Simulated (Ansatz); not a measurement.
Input, command and steps of an Ansatz relaxation.

```yaml
crystal:
  lattice:
    - [5.1848790475, 0.0, 0.0]
    - [-2.5924395237, 4.4902369707, 0.0]
    - [0.0, 0.0, 4.7355336922]
  atoms:
    - { symbol: Na, position: [0.25, 0.0, 0.0] }
    - { symbol: Na, position: [0.0, 0.25, 0.0] }
    - { symbol: Na, position: [0.75, 0.75, 0.0] }
    - { symbol: Pd, position: [0.25, 0.0, 0.5] }
    - { symbol: Pd, position: [0.0, 0.25, 0.5] }
    - { symbol: Pd, position: [0.75, 0.75, 0.5] }
basis:
  ecutwfc: 420
kpoints:
  mp_grid: { grid: [6, 6, 4] }
hamiltonian:
  xc: pbe
scf:
  occupations: { method: gaussian, width: 0.1 }
  lower_state_search: "off"
output:
  forces: true
  stress: true
  eigenvalues: true
relax:
  adjacent_minimum: "off"
  f_tol: 0.04
  max_steps: 70
  cell: { stress_tol: 0.4 }
```

```bash
ansatz run input.yaml --threads 1 --pin off --max-ram 2560MiB --backend cpu --events-out ev --progress --plain --runs-dir out
```

Method: DFT PBE, scalar-relativistic, plane waves, PAW in Ansatz 0.2.0.

Of 9 frames 8 are shown, positions in Å and forces in eV/Å; the SCF threshold varies from step to step. Steps run on the plane waves of an earlier cell, with a Pulay correction in the pressure. The basis is chosen afresh for the last frame, the zero of the energies, and at times for earlier ones too; energy and pressure step there, also at an unchanged geometry.

```xyz
6
Lattice="5.1849 0.0000 0.0000 -2.5924 4.4902 0.0000 0.0000 0.0000 4.7355" Properties=species:S:1:pos:R:3:forces:R:3 pbc="T T T" step=1 free_energy_over_end_meV_per_atom=999.30 pressure_GPa=28.40
Na    1.2962    0.0000    0.0000    2.7487    0.0000    0.0000
Na   -0.6481    1.1226    0.0000   -1.3744    2.3805    0.0000
Na    1.9443    3.3677    0.0000   -1.3744   -2.3805    0.0000
Pd    1.2962    0.0000    2.3678    9.4696    0.0000    0.0000
Pd   -0.6481    1.1226    2.3678   -4.7348    8.2009    0.0000
Pd    1.9443    3.3677    2.3678   -4.7348   -8.2009    0.0000
6
Lattice="5.0910 0.0000 0.0000 -2.5455 4.4090 0.0000 0.0000 0.0000 4.9508" Properties=species:S:1:pos:R:3:forces:R:3 pbc="T T T" step=2 free_energy_over_end_meV_per_atom=329.11 pressure_GPa=8.78
Na    1.3478    0.0000    0.0000    1.9393    0.0000    0.0000
Na   -0.6739    1.1672    0.0000   -0.9697    1.6795    0.0000
Na    1.8716    3.2417    0.0000   -0.9697   -1.6795    0.0000
Pd    1.4634    0.0000    2.4754    2.4742    0.0000    0.0000
Pd   -0.7317    1.2673    2.4754   -1.2371    2.1427    0.0000
Pd    1.8138    3.1416    2.4754   -1.2371   -2.1427    0.0000
6
Lattice="4.8439 0.0000 0.0000 -2.4219 4.1949 0.0000 0.0000 0.0000 5.1287" Properties=species:S:1:pos:R:3:forces:R:3 pbc="T T T" step=3 free_energy_over_end_meV_per_atom=121.27 pressure_GPa=7.52
Na    1.4073    0.0000    0.0000    1.1921    0.0000    0.0000
Na   -0.7036    1.2187    0.0000   -0.5961    1.0324    0.0000
Na    1.7183    2.9762    0.0000   -0.5961   -1.0324    0.0000
Pd    1.5047    0.0000    2.5643    1.4926    0.0000    0.0000
Pd   -0.7524    1.3031    2.5643   -0.7463    1.2926    0.0000
Pd    1.6696    2.8918    2.5643   -0.7463   -1.2926    0.0000
6
Lattice="4.8976 0.0000 0.0000 -2.4488 4.2415 0.0000 0.0000 0.0000 5.3655" Properties=species:S:1:pos:R:3:forces:R:3 pbc="T T T" step=4 free_energy_over_end_meV_per_atom=29.85 pressure_GPa=1.30
Na    1.5067    0.0000    0.0000    0.6158    0.0000    0.0000
Na   -0.7533    1.3048    0.0000   -0.3079    0.5333    0.0000
Na    1.6955    2.9366    0.0000   -0.3079   -0.5333    0.0000
Pd    1.5724    0.0000    2.6827    0.5716    0.0000    0.0000
Pd   -0.7862    1.3617    2.6827   -0.2858    0.4951    0.0000
Pd    1.6626    2.8797    2.6827   -0.2858   -0.4951    0.0000
6
Lattice="4.9429 0.0000 0.0000 -2.4715 4.2807 0.0000 0.0000 0.0000 5.3276" Properties=species:S:1:pos:R:3:forces:R:3 pbc="T T T" step=5 free_energy_over_end_meV_per_atom=1.83 pressure_GPa=0.24
Na    1.6500    0.0000    0.0000   -0.0083    0.0000    0.0000
Na   -0.8250    1.4290    0.0000    0.0041   -0.0072    0.0000
Na    1.6465    2.8517    0.0000    0.0041    0.0072    0.0000
Pd    1.6472    0.0000    2.6638    0.0020    0.0000    0.0000
Pd   -0.8236    1.4265    2.6638   -0.0010    0.0017    0.0000
Pd    1.6479    2.8542    2.6638   -0.0010   -0.0017    0.0000
6
Lattice="4.9455 0.0000 0.0000 -2.4727 4.2829 0.0000 0.0000 0.0000 5.3466" Properties=species:S:1:pos:R:3:forces:R:3 pbc="T T T" step=6 free_energy_over_end_meV_per_atom=1.75 pressure_GPa=-0.03
Na    1.6481    0.0000    0.0000    0.0011    0.0000    0.0000
Na   -0.8241    1.4273    0.0000   -0.0006    0.0010    0.0000
Na    1.6487    2.8556    0.0000   -0.0006   -0.0010    0.0000
Pd    1.6487    0.0000    2.6733   -0.0010    0.0000    0.0000
Pd   -0.8243    1.4278    2.6733    0.0005   -0.0009    0.0000
Pd    1.6484    2.8551    2.6733    0.0005    0.0009    0.0000
6
Lattice="4.9455 0.0000 0.0000 -2.4727 4.2829 0.0000 0.0000 0.0000 5.3466" Properties=species:S:1:pos:R:3:forces:R:3 pbc="T T T" step=7 free_energy_over_end_meV_per_atom=0.10 pressure_GPa=0.19
Na    1.6481    0.0000    0.0000    0.0011    0.0000    0.0000
Na   -0.8241    1.4273    0.0000   -0.0006    0.0010    0.0000
Na    1.6487    2.8556    0.0000   -0.0006   -0.0010    0.0000
Pd    1.6487    0.0000    2.6733   -0.0010    0.0000    0.0000
Pd   -0.8243    1.4278    2.6733    0.0005   -0.0009    0.0000
Pd    1.6484    2.8551    2.6733    0.0005    0.0009    0.0000
6
Lattice="4.9457 0.0000 0.0000 -2.4729 4.2831 0.0000 0.0000 0.0000 5.3623" Properties=species:S:1:pos:R:3:forces:R:3 pbc="T T T" step=9 free_energy_over_end_meV_per_atom=0.00 pressure_GPa=0.02
Na    1.6486    0.0000    0.0000   -0.0002    0.0000    0.0000
Na   -0.8243    1.4278    0.0000    0.0001   -0.0002    0.0000
Na    1.6486    2.8554    0.0000    0.0001    0.0002    0.0000
Pd    1.6487    0.0000    2.6811   -0.0008    0.0000    0.0000
Pd   -0.8244    1.4278    2.6811    0.0004   -0.0007    0.0000
Pd    1.6485    2.8553    2.6811    0.0004    0.0007    0.0000
```

The start is a random arrangement. At the end the space group is P6/mmm (tolerance 0.05 Å).

The run took 2.6 min on 1 thread of Arm Neoverse N1, on a shared host, peak memory 0.4 GiB.

The k mesh is coarse.